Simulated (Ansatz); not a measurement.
Ti3O:
Space group P-31c (No. 163); a = 5.0999 Å, b = 5.0999 Å, c = 9.3703 Å, α = 90.00°, β = 90.00°, γ = 120.00°

```
atom  site  symmetry       x       y       z
----  ----  --------  ------  ------  ------
Ti     12i         1  0.3339  0.0060  0.1184
O       2d       3.2  0.6667  0.3333  0.2500
O       2a       3.2  0.0000  0.0000  0.2500
```

Relaxed at zero pressure with plane-wave PAW PBEsol (Ansatz code).

Question: The volume is raised by 3 % and shape and atoms relax at that volume. What pressure results, and how do the axes share the change?

Answer: -4.6 GPa; a 1.0 %, b 1.0 %, c 0.9 %; the energy rises by 6 meV/atom.

Question: Give the new structure.

Answer: 
Space group P-31c (No. 163); a = b = 5.153 Å, c = 9.453 Å, α = β = 90.00°, γ = 120.00°

| atom | site | symmetry | x | y | z |
|---|---|---|---|---|---|
| Ti | 12i | 1 | 0.3340 | 0.0075 | 0.1187 |
| O | 2d | 3.2 | 0.6667 | 0.3333 | 0.2500 |
| O | 2a | 3.2 | 0.0000 | 0.0000 | 0.2500 |

The phase is kept; no other phase was compared at this pressure.

The first step of the workflow began from a Materials Project structure, measured or hypothetical; the Crystallography Open Database files this formula in space group No. 163, but the cells were not matched. Whether it is the stable phase at ambient conditions was not checked. The cell was relaxed with PBEsol under the symmetry of its start; its stability against distortions is not shown here. No spin polarisation was allowed.

Potentials: the later of the program's two PAW sets.
